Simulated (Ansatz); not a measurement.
WS2 (2H-MoS2 type, space group P6_3/mmc)

```
WS2
1.0
    3.16997     0.00000     0.00000
   -1.58498     2.74527     0.00000
    0.00000     0.00000    12.49180
W S
2 4
Direct
  0.33333   0.66667   0.25000
  0.66667   0.33333   0.75000
  0.33333   0.66667   0.62490
  0.66667   0.33333   0.12490
  0.66667   0.33333   0.37510
  0.33333   0.66667   0.87510
```

E(V) scan at fixed shape, V₀ the volume above. The atoms relax within the cell's symmetry.

These are r2SCAN+rVV10 (plane waves to 500 eV, PAW, scalar-relativistic; Ansatz, a program for electronic structure) values and carry that method's errors. k mesh 12×12×3 (Γ-centred), Fermi-Dirac smearing 0.05 eV. Energies are smeared free energies. Compression counts positive. Spin-orbit coupling is left out, though W is heavy. WS2 is run without spin polarisation. WS2 was relaxed with its symmetry unable to fall. ΔE is measured from the relaxed starting cell.

Problem. Give the computed ΔE (meV/atom) and P (GPa) at V/V₀ = 0.840, 0.867, 0.973, 1.053, 1.107, 1.160.

Solution. 
```
V/V₀   ΔE (meV/atom)  P (GPa)
-----  -------------  -------
0.840          156.2     20.2
0.867          102.7     15.5
0.973            3.4      2.3
1.053           11.8     -3.8
1.107           43.6     -6.7
1.160           91.1     -9.0
```

(Under strain, the slope of the energy per volume gives the stress and its curvature an elastic modulus.)
